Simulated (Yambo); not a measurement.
G0W0@LDA for RbHgF$_{3}$ (cubic perovskite, space group Pm-3m, No. 221) in Yambo. Reference settings: 4×4×4 Γ-centred k mesh, bands 5 to 143 and a 7 Ry block in the screening, 143 bands in G with the Bruneval-Gonze terminator, plasmon pole fitted at 27.2 eV. The LDA gap R → Γ on this mesh is 0.35 eV; G0W0 gaps are taken between the same points.

```json
[
 {"change from the reference": "reference settings", "G0W0 gap R → Γ (eV)": "2.46", "shift of the valence edge (eV)": "-1.06"},
 {"change from the reference": "84 bands in W, 84 bands in G, 2 Ry block", "G0W0 gap R → Γ (eV)": "3.21", "shift of the valence edge (eV)": "-1.58"},
 {"change from the reference": "60 bands in W, 60 bands in G, 3 Ry block, no terminator", "G0W0 gap R → Γ (eV)": "2.89", "shift of the valence edge (eV)": "-0.92"},
 {"change from the reference": "41 bands in W, 41 bands in G, no terminator", "G0W0 gap R → Γ (eV)": "(withheld)", "shift of the valence edge (eV)": "-0.78"},
 {"change from the reference": "3 Ry block, no terminator", "G0W0 gap R → Γ (eV)": "2.44", "shift of the valence edge (eV)": "-1.03"},
 {"change from the reference": "6 Ry block", "G0W0 gap R → Γ (eV)": "2.45", "shift of the valence edge (eV)": "-1.06"},
 {"change from the reference": "84 bands in W, 84 bands in G, 3 Ry block", "G0W0 gap R → Γ (eV)": "2.72", "shift of the valence edge (eV)": "-1.16"},
 {"change from the reference": "41 bands in W, 41 bands in G, 2 Ry block", "G0W0 gap R → Γ (eV)": "(withheld)", "shift of the valence edge (eV)": "-1.73"}
]
```

### Question
Estimate the withheld gaps from the other rows; the computed values follow.

### Answer

- 41 bands in W, 41 bands in G, no terminator, G0W0 gap R → Γ (eV): 3.26
- 41 bands in W, 41 bands in G, 2 Ry block, G0W0 gap R → Γ (eV): 3.85

The reference isn't shown to be the converged limit.

Spin-orbit coupling is not included.

Geometry of the Materials Project entry, not relaxed at this level; primitive cell a = b = c = 4.549 Å, α = β = γ = 90.00°.

A shift is the quasiparticle energy of the state minus its LDA energy.
